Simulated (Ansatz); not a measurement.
NbC$_{2}$:
```
NbC2
1.0
   -1.59957     1.59957     2.94452
    1.59957    -1.59957     2.94452
    1.59957     1.59957    -2.94452
Nb C
1 2
Direct
  0.00000   0.00000   0.00000
  0.61581   0.61581   0.00000
  0.38419   0.38419   0.00000
```

Relaxed with PBE. Special points in fractions of this cell's reciprocal vectors: Γ (0.000, 0.000, 0.000); X (0.000, 0.000, 0.500); P (0.250, 0.250, 0.250); N (0.000, 0.500, 0.000); M (0.500, 0.500, -0.500); S (0.324, 0.676, -0.324); S0 (-0.324, 0.324, 0.324); R (-0.148, 0.148, 0.500); G (0.500, 0.500, -0.148).

List the band energies nearest the Fermi level at these points for the program Ansatz at the PBE level (PAW).

In eV from the Fermi level; about four levels below and three above (degenerate sets whole), none deeper than 8.9 eV; points with the same levels are listed once.

```tsv
k	below	above
Γ	-3.02 -3.02 -2.77 -2.77 -2.72	0.45 1.94 7.12 7.12
X	-5.69 -5.13 -4.20 -0.71	2.65 2.74 4.44
P	-6.22 -6.22 -3.16 -2.39 -2.39	2.74 2.93 3.16
N	-7.02 -6.34 -4.39	0.57 0.90 1.60
M	-4.25 -4.25 -3.62 -3.01	0.83 1.03 1.03
S	-7.64 -6.04 -4.34	0.41 1.07 1.52
R	-5.85 -4.66 -2.98 -0.40	2.00 3.35 4.88
```

Space group I4/mmm (MoSi2 or CaC2 type). The start of the workflow was typed in or built on a structure type; neither database checked (COD, Materials Project) lists it. Whether it is the stable phase at ambient conditions was not checked. The cell was relaxed with PBE under the symmetry of its start; whether a distortion lowers the energy is not shown. No spin polarisation was allowed. The volume moved by -28 % from the start of the relaxation. Its formation energy is positive at this level, so the cell may be metastable or incomplete. Spin–orbit coupling is left out wherever it is not named.

Potentials: the earlier of the program's two PAW sets.
